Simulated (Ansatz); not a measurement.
## How far is PAW off for Ti?

```
CELL_PARAMETERS angstrom
-1.67382 1.67382 1.64100
1.67382 -1.67382 1.64100
1.67382 1.67382 -1.64100
ATOMIC_POSITIONS crystal
Ti 0.00000 0.00000 0.00000
```

The cell comes from COD entry 9012924, which wasn't checked; take it as a given geometry. The listed cell was then made from it by scaling, straining or moving an atom.

Methods: DFT, PBEsol, PAW with Ansatz's default frozen-core files, scalar-relativistic (Ansatz 0.2.0); DFT, PBEsol, all-electron PAW with datasets made for the crystal, scalar-relativistic (Ansatz 0.2.0); DFT, PBEsol, all-electron LAPW, scalar-relativistic (Ansatz 0.2.0).

For PAW: a Γ-centred 14×14×14 k mesh, Fermi–Dirac smearing of 0.05 eV, cutoff 420 eV, no spin polarisation; the PAW files were made with PBE, and the program remakes their frozen cores for this functional. The crystal-made all-electron datasets (AE datasets) take a cutoff of 240 eV at this cell. LAPW targets a basis error of 0.25 meV/atom. The Ansatz runs share mesh, smearing and spin set-up. Plane-wave (PAW) pressures include the program's estimate of the Pulay term.

Stress and pressure are positive in compression.

The change that made this cell: equal xx and yy strain of +2 %.

```tsv
quantity	PAW	AE datasets	LAPW
pressure (GPa)	-9.96	-9.97	-9.97
stress xx (GPa)	-9.76	-9.76	-9.77
stress zz (GPa)	-10.36	-10.37	-10.37
```

PAW's pressure differs from the LAPW value by about 0.01 GPa or less. Datasets made for the crystal and LAPW share parts of one code, so their agreement isn't an independent check.
